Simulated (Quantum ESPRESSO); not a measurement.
# Planted mistakes on one cell of Mg3AlF7O

Calculated results; nothing here was measured. They come from pw.x of Quantum ESPRESSO 7.5, a plane-wave density functional program, with PseudoDojo standard norm-conserving files (v0.5 for PBE, v0.4.1 for LDA and PBEsol). The cells are made up: elements, strain and atom displacements were drawn at random, and nothing was relaxed. There is no spin polarisation, spin-orbit coupling or dispersion term.

The cell has 12 sites of a rutile lattice (two cells along c). Sites 1 to 4 hold Mg Al Mg Mg; sites 5 to 12 hold F F F F O F F F. Cell vectors in Å: (4.686, -0.028, -0.019); (-0.028, 4.811, 0.017); (-0.026, 0.022, 6.369). Settings: PBE, cutoff 1143 eV, 5 x 5 x 4 k mesh shifted by half a step, Fermi-Dirac smearing of 0.025 eV.

The intended run has a self-consistency threshold of 1e-07 eV, a smearing term of 0.000 eV, a pressure of -9.49 GPa and 12 iterations. Each further run changes one thing: all lengths scaled by 0.9864; atoms of sites 1 and 2 exchanged; cutoff 583 eV; files of LDA; one electron removed; smearing 0.3 eV; threshold 0.06 eV. A coarse mesh keeps the shift, and a charged cell sits in a uniform background.

| run | change of free energy (eV) | smearing term -TS (eV) | change of P (GPa) | largest change of a force component (eV/Å) | iterations |
| --- | --- | --- | --- | --- | --- |
| A | -0.010 | -0.051 | 0.12 | 0.044 | 11 |
| B | 0.006 | 0.000 | 0.09 | 0.330 | 5 |
| C | 23.781 | 0.000 | -7.29 | 0.076 | 11 |
| D | -0.287 | 0.000 | 3.14 | 0.084 | 12 |
| E | 1.297 | 0.000 | 0.31 | 2.388 | 13 |
| F | 56.584 | 0.000 | -248.09 | 0.225 | 11 |
| G | -3.517 | -0.027 | -10.35 | 2.562 | 13 |

A rerun of the intended cell at 1437 eV and k mesh 7 x 7 x 6 moved values by no more than 0.004 eV in the cell's energy, 0.03 GPa in stress and 0.005 eV/Å in force.

Question: which change belongs to which run?

## Worked reading

Run B has the fewest iterations, as a run stopped early does. Run A has the largest smearing term, as wide smearing gives. Run F has a higher energy and the largest fall in pressure, as too small a basis gives. Run D changes the volume by a factor of 0.9598; minus its pressure change over the logarithm of that factor, 77 GPa, is a rough bulk modulus with clamped atoms. Energies from files of another functional, or of a charged cell, have another zero and say nothing on stability; the pressure of a charged cell rests on the program's zero of potential too.

## Key

| run | change |
| --- | --- |
| A | smearing 0.3 eV |
| B | threshold 0.06 eV |
| C | files of LDA |
| D | all lengths scaled by 0.9864 |
| E | atoms of sites 1 and 2 exchanged |
| F | cutoff 583 eV |
| G | one electron removed |